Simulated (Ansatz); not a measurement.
Structure from Materials Project entry mp-20136 (possibly hypothetical), not relaxed further.

BaPb: DFT, r2SCAN, PAW with Ansatz's default frozen-core files, scalar-relativistic (Ansatz 0.2.0).

Command: `ansatz run input.yaml --threads 1 --pin off --max-ram 3072MiB --backend cpu --events-out ev --progress --plain --runs-dir out` The run took about 140 s on 1 thread of a shared machine.

```yaml
crystal:
  lattice:
    - [2.6939835951, -6.3941090048, 0.0]
    - [2.6939835951, 6.3941090048, 0.0]
    - [0.0, 0.0, 4.89468292]
  atoms:
    - { symbol: Ba, position: [0.86697272, 0.13302728, 0.25] }
    - { symbol: Ba, position: [0.13302728, 0.86697272, 0.75] }
    - { symbol: Pb, position: [0.57702926, 0.42297074, 0.25] }
    - { symbol: Pb, position: [0.42297074, 0.57702926, 0.75] }
kpoints:
  mp_grid: { grid: [8, 8, 9] }
  band_path:
    path:
      - [0.0, 0.0, 0.0]
      - [-0.5, 0.5, 0.0]
      - [-0.2943782151, 0.7056217849, 0.0]
      - [0.2943782151, 0.2943782151, 0.0]
      - [0.0, 0.0, 0.0]
      - [0.0, 0.0, 0.5]
      - [0.2943782151, 0.2943782151, 0.5]
      - [-0.2943782151, 0.7056217849, 0.5]
      - [-0.5, 0.5, 0.5]
    npoints: 8
scf:
  occupations: { method: fermi_dirac, width: 0.08 }
hamiltonian:
  xc: r2scan
  pseudopotentials: { kind: paw }
output:
  forces: true
  stress: true
  eigenvalues: true
  efg: { contact_densities: true }
  populations: true
  bader: true
  dos: { projected: true, de: 0.2, e_range: [-14, 8] }
  write_density: true
  write_potential: true
  elf: true
  volumetric_format: npy
```

Output:

```
Ba, Pb: output.efg is read without spin–orbit coupling, which moves field gradients at and beside such atoms by some per cent and up to a factor of two; PAW files take it under magnetization.noncollinear and magnetization.spin_orbit
Engine: ansatz 0.2.0
Pseudopotentials: kind: paw
Pseudopotential: Ba, paw, valence charge 10, recommended cutoff 500 eV (meta_gga)
Pseudopotential: Pb, paw, valence charge 14, recommended cutoff 500 eV (meta_gga)
Functional definition: r2SCAN
  parameter k0 = 0.174
  parameter k1 = 0.065
  parameter a1 = 4.9479
  exchange = r2scan_x(k0 = k0, k1 = k1, a1 = a1)
  correlation = r2scan_c
Crystal: 4 atoms, lattice volume = 168.628 Å³
Basis set: ecut = 500 eV, 4299 PW (Γ), exchange–correlation on 216×216×144 points (64 copies of the dense FFT grid, shifted against one another)
Bands: 29, of which v1, the nominal top of the filled ones, is band 24 counted from 1 (23 counted from 0)
Symmetry: 8 space group operations
Space group: Cmcm (ITA 63), of the structure as read, at distance tolerance 5.5e-5 Å
k-points: 105 of 576
Non-local potential: Ba, projectors of the file, l = 0: 3, l = 1: 2, l = 2: 2, l = 3: 2
Non-local potential: Pb, projectors of the file, l = 0: 2, l = 1: 2, l = 2: 2, l = 3: 2
PAW form: soft (Blöchl's): semilocal exchange-correlation on the pseudo side does not see the compensation charge
PAW frozen core: Ba, regenerated for the run's functional (the file was generated under x = pbe(κ = 0.804, μ = 0.2195149727645171), c = pbe(β = 0.06672455060314922))
PAW frozen core: Pb, regenerated for the run's functional (the file was generated under x = pbe(κ = 0.804, μ = 0.2195149727645171), c = pbe(β = 0.06672455060314922))
PAW one-centre angular grid: Ba, 302 points (default); XC on 160 Gauss nodes
PAW one-centre angular grid: Pb, 590 points (default); XC on 160 Gauss nodes
Initial density: superposition of atomic densities (neutral atoms: chi_scale 0, normalization atom), corrected by the library's trained network
Initial wavefunctions: pseudopotential atomic-orbital guess
Functional: x = r2scan, c = r2scan; τ floored in thin density (d = 2e-4 eV/Å³)
SCF iter   1: F=—  HF=-35773.715762 eV  |F-HF|=—  |Δ(HF+E_count)|=         —  Δρ=6.01e-3  dr2=8.35e-2  dr2_τ=1.80e-2  ethr=1.77e-3  ⟨swp⟩=9.6  Hψ=18317  notcnv=0
preconditioner: auto → Kerker (q_TF=auto, 2.213 Å⁻¹)  [metal: Δε(μ)=0.005 eV  Ē_g=14.531 eV  σ=0.080 eV  W_gap=0.01  n_scr=26 (ndim 8)  ℏωp=19.0 eV  f_vac=0.000  D(μ)=1.10/eV (n_scr^D=2)]
SCF iter   2: F=—  HF=-35773.819708 eV  |F-HF|=—  |Δ(HF+E_count)|=   1.04e-1  Δρ=3.42e-3  dr2=3.92e-2  dr2_τ=5.00e-4  ethr=1.74e-4  ⟨swp⟩=2.1  Hψ=5639  notcnv=0
SCF iter   3: F=—  HF=-35773.812240 eV  |F-HF|=—  |Δ(HF+E_count)|=   7.47e-3  Δρ=6.88e-4  dr2=3.40e-3  dr2_τ=7.54e-5  ethr=8.17e-5  ⟨swp⟩=3.4  Hψ=6095  notcnv=0
SCF iter   4: F=—  HF=-35773.812240 eV  |F-HF|=—  |Δ(HF+E_count)|=   7.22e-7  Δρ=2.49e-4  dr2=3.55e-4  dr2_τ=3.35e-6  ethr=7.08e-6  ⟨swp⟩=2.0  Hψ=3552  notcnv=0
SCF iter   5: F=—  HF=-35773.812247 eV  |F-HF|=—  |Δ(HF+E_count)|=   6.60e-6  Δρ=9.51e-5  dr2=2.76e-5  dr2_τ=5.79e-7  ethr=7.39e-7  ⟨swp⟩=3.0  Hψ=5947  notcnv=0
SCF iter   6: F=—  HF=-35773.812282 eV  |F-HF|=—  |Δ(HF+E_count)|=   3.46e-5  Δρ=3.36e-5  dr2=4.91e-6  dr2_τ=1.72e-7  ethr=5.75e-8  ⟨swp⟩=2.0  Hψ=3703  notcnv=0
SCF iter   7: F=—  HF=-35773.812283 eV  |F-HF|=—  |Δ(HF+E_count)|=   8.66e-7  Δρ=1.59e-5  dr2=1.03e-6  dr2_τ=8.07e-9  ethr=1.02e-8  ⟨swp⟩=2.0  Hψ=3683  notcnv=0
SCF iter   8: F=-35773.812283 eV  HF=-35773.812283 eV  |F-HF|=1.56e-8  |Δ(HF+E_count)|=   2.56e-7  Δρ=3.96e-6  dr2=4.21e-8  dr2_τ=8.98e-10  ethr=2.08e-10  ⟨swp⟩=10.3  Hψ=26958  notcnv=0
SCF 1 converged in 8 iterations: F = -35773.812283 eV  dr2 = 4.21e-8
  greatest PAW one-centre occupation: 0.974 electrons in one spin orbital (limit 2), on the Pb atom at site 3 (counted from 0), in its partial waves of l = 2
NSCF: frozen V_eff on 65 k-points
SCF converged after 8 iterations
Free energy (F): -35773.812283 eV
Harris-Foulkes:  -35773.812283 eV  (|F-HF|=1.56e-8)
Internal energy: -35773.784976 eV  (E = F + TS)
E sigma→0 (E₀):  -35773.798629 eV
Entropy (-TS):   -0.027307 eV (-6.827 meV/atom)
Fermi energy:    8.402847 eV
--- Per-component energies (eV) ---
  E_band       = -278.538912
  E_kinetic    = 917.920774
  E_local      = -3414.480565  (includes V_loc(G=0)·N_el)
  E_nonlocal   = 811.706645
  E_hartree    = 1361.870153
  E_xc         = -727.726821
  E_vxc        = -582.318805  (∫ρ·V_xc dr)
  E_paw        = -31378.493245  (= ΣΔE_a)
  E_vpaw       = -771.100771  (= ΣTr[D̂ρ^β])
  E_aug_tail   = 0.000037  (compensation charges beyond the density's cutoff)
  E_vtau       = 35.996503  (kinetic-family band-sum trace: ∫τ·v_τ [+ j·A + Jᵃ·Aᵃ] dr)
  E_ewald      = -3346.653792
  E_core_change = 2.071837  (= ΣΔE_core)
  E_smearing   = -0.027307  (= −TS)
  E_closure    = -0.000000  (closes the sum)
  Σ components = -35773.812283   (vs F -35773.812283, Δ=0.00e0)
--- Forces (eV/Å), atoms counted from 1 ---
  atom   1  Ba     0.00000000    -0.03988055     0.00000000
  atom   2  Ba     0.00000000     0.03988055     0.00000000
  atom   3  Pb     0.00000000    -0.05039567     0.00000000
  atom   4  Pb     0.00000000     0.05039567     0.00000000
  max |Σ_I F_I| component: 0.00e0 eV/Å
--- Stress (GPa, compression-positive) ---
       -0.218098       0.000000       0.000000
        0.000000      -0.153959       0.000000
        0.000000       0.000000      -0.413320
  P = ⅓ Tr σ = -0.2618 GPa (-2.618 kbar)
--- PAW observables at the nuclei: V_zz in 10²¹ V/m², potentials from the cell's mean, atoms counted from 1 ---
  atom   1  Ba V_zz =    -2.708212   η = 0.9631   by run symmetry: allowed
            electrostatic potential = -9621.861358 V   contact ρ = 2064276.713571 e/Å³
  atom   2  Ba V_zz =    -2.708212   η = 0.9631   by run symmetry: allowed
            electrostatic potential = -9621.861358 V   contact ρ = 2064276.713571 e/Å³
  atom   3  Pb V_zz =   -48.079419   η = 0.5694   by run symmetry: allowed
            electrostatic potential = -17478.935505 V   contact ρ = 16525029.248558 e/Å³
  atom   4  Pb V_zz =   -48.079419   η = 0.5694   by run symmetry: allowed
            electrostatic potential = -17478.935505 V   contact ρ = 16525029.248558 e/Å³
--- Band table (eV; the first three rows and the last of 105) ---
  k-point 0: bands = ["-21.2408", "-21.1946", "-9.0666", "-8.9363", "-8.8276", "-8.8274", "-8.7550", "-8.6959", "-8.6802", "-8.6743", "-8.6052", "-8.5900", "-6.2669", "-6.0520", "-6.0304", "-6.0227", "-5.9028", "-5.8727", "-1.6619", "1.1081", "6.8288", "7.0254", "7.3412", "8.2832", "8.9652", "9.6813", "9.8213", "10.1396", "11.0050"]
  k-point 1: bands = ["-21.2388", "-21.1955", "-9.0628", "-8.9241", "-8.8342", "-8.8313", "-8.7621", "-8.7029", "-8.6758", "-8.6718", "-8.6064", "-8.5915", "-6.2559", "-6.0644", "-6.0241", "-6.0176", "-5.9112", "-5.8955", "-1.5739", "1.0643", "6.7477", "6.8981", "6.9949", "8.6844", "8.8604", "9.6120", "9.9194", "10.0454", "10.2267"]
  k-point 2: bands = ["-21.2334", "-21.1980", "-9.0493", "-8.8919", "-8.8558", "-8.8389", "-8.7805", "-8.7193", "-8.6663", "-8.6659", "-8.6098", "-8.5968", "-6.2253", "-6.0938", "-6.0082", "-6.0044", "-5.9523", "-5.9362", "-1.3198", "0.9010", "6.1101", "6.9351", "7.0405", "8.1363", "8.7767", "9.2942", "9.9217", "10.0414", "10.9192"]
  k-point 104: bands = ["-21.2142", "-21.2113", "-8.9845", "-8.9389", "-8.8344", "-8.8203", "-8.8100", "-8.7681", "-8.6574", "-8.6550", "-8.6150", "-8.6142", "-6.3014", "-6.2845", "-5.9991", "-5.9713", "-5.8938", "-5.8818", "-0.2956", "0.2133", "5.3983", "5.8427", "7.3165", "7.5425", "9.1312", "9.3798", "10.4413", "10.5999", "10.8671"]
--- Löwdin populations: 4 sites ---
  site symbol       q [e]
     0     Ba      8.4150
     1     Ba      8.4150
     2     Pb     15.2292
     3     Pb     15.2292
  spilling = 0.014825 (of n_electrons = 48.000000)
--- Bader charges: 4 sites ---
  site symbol  charge [e]  shift [e]
     0     Ba      1.1868     0.0000
     1     Ba      1.1868     0.0000
     2     Pb     -1.1868     0.0000
     3     Pb     -1.1867     0.0000
  estimated error of the sums over rays = 4.0e-4 e
```

populations.tsv:

```
# site	symbol	l	j	q
# orbitals = lowdin
# n_electrons = 48.000000
# spilling = 0.014825
0	Ba	0_5S	-	1.962349
0	Ba	0_6S	-	0.482005
0	Ba	1_5P	-	5.970604
1	Ba	0_5S	-	1.962349
1	Ba	0_6S	-	0.482005
1	Ba	1_5P	-	5.970604
2	Pb	0_6S	-	1.734428
2	Pb	1_6P	-	3.504169
2	Pb	2_5D	-	9.990643
3	Pb	0_6S	-	1.734428
3	Pb	1_6P	-	3.504169
3	Pb	2_5D	-	9.990643
```

bader_charges.tsv:

```
# site	symbol	x_ang	y_ang	z_ang	partial_charge_e	electrons	volume_ang3	relative_density_drop	shared_charge_e	partial_wave_shift_e
# quadrature_error_electrons = 4.0e-4
0	Ba	2.6940	-4.6929	1.2237	1.18675	54.81325	33.81	-	1.18675	0.00000
1	Ba	2.6940	4.6929	3.6710	1.18676	54.81324	33.81	-	1.18676	0.00000
2	Pb	2.6940	-0.9851	1.2237	-1.18677	83.18677	50.50	-	-1.18677	0.00000
3	Pb	2.6940	0.9851	3.6710	-1.18674	83.18674	50.50	-	-1.18674	0.00000
```
